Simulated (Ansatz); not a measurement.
A crystal of cell content C12H8B2Cl2O4 at more than one level of theory

Plane-wave PAW calculations in Ansatz, scalar-relativistic unless spin-orbit coupling is named; Γ-centred meshes, relaxations with the symmetry kept. Pressure is positive in compression. No spin polarisation at the first level.

Cutoff 420 eV; k points 4×4×4 on the computed 28-atom cell (Γ-centred); Gaussian smearing, width 0.02 eV; no spin polarisation.

Structure relaxed with PBE+D3(BJ):

```xyz
28
Lattice="5.2695 -4.9261 -0.0185 5.2695 4.9261 -0.0185 -3.4484 0.0000 6.2756" Properties=species:S:1:pos:R:3 pbc="T T T"
B     2.6832   -2.2267    4.6882
B     4.4074    2.2267    1.5504
H     0.1849    1.0150    4.3528
H     5.1815    1.0150    5.0236
H     6.9057   -1.0150    1.8858
H     1.9091   -1.0150    1.2150
H     1.4483    3.1570    4.5245
H     3.9182    3.1570    4.8519
H     5.6424   -3.1570    1.7141
H     3.1725   -3.1570    1.3867
C     1.9916   -0.1514    4.5899
C     3.3748   -0.1514    4.7864
C     5.0990    0.1514    1.6486
C     3.7158    0.1514    1.4521
C     1.2630    1.0199    4.4947
C     4.1034    1.0199    4.8817
C     5.8276   -1.0199    1.7439
C     2.9872   -1.0199    1.3569
C     1.9896    2.2156    4.5969
C     3.3768    2.2156    4.7795
C     5.1010   -2.2156    1.6417
C     3.7138   -2.2156    1.4591
Cl    2.6832   -3.9720    4.6882
Cl    4.4074    3.9720    1.5504
O     1.5381   -1.4605    4.5200
O     3.8283   -1.4605    4.8563
O     5.5525    1.4605    1.7185
O     3.2623    1.4605    1.3822
```

| level | cell | cutoff (eV) | k mesh | primitive cell | V (Å³/atom) | P (GPa; residual where relaxed) | gap on mesh (eV) |
| --- | --- | --- | --- | --- | --- | --- | --- |
| PBE+D3(BJ) | relaxed | 420 | 4×4×4 | a = 7.21 Å, b = 7.21 Å, c = 7.16 Å, α = 110.74°, β = 110.74°, γ = 86.14° | 11.6 | 0.00 | 3.63 |
| r2SCAN+D3(BJ) | relaxed | 500 | 4×4×4 | a = 7.14 Å, b = 7.14 Å, c = 7.06 Å, α = 111.28°, β = 111.28°, γ = 85.76° | 11.1 | 0.00 | 3.86 |

The start is a cell measured at 120 K (doi:10.1039/b010025k), with 11.58 Å³ an atom; a static calculation leaves out thermal expansion, so the difference isn't the functional's error alone.

The D3 damping used with r2SCAN was fitted together with a three-body term that is left out here.

Cost: 2 runs of about 28 core-minutes in all, on Intel Xeon Processor @ 2.50GHz (Skylake/Cascade Lake) (shared hosts).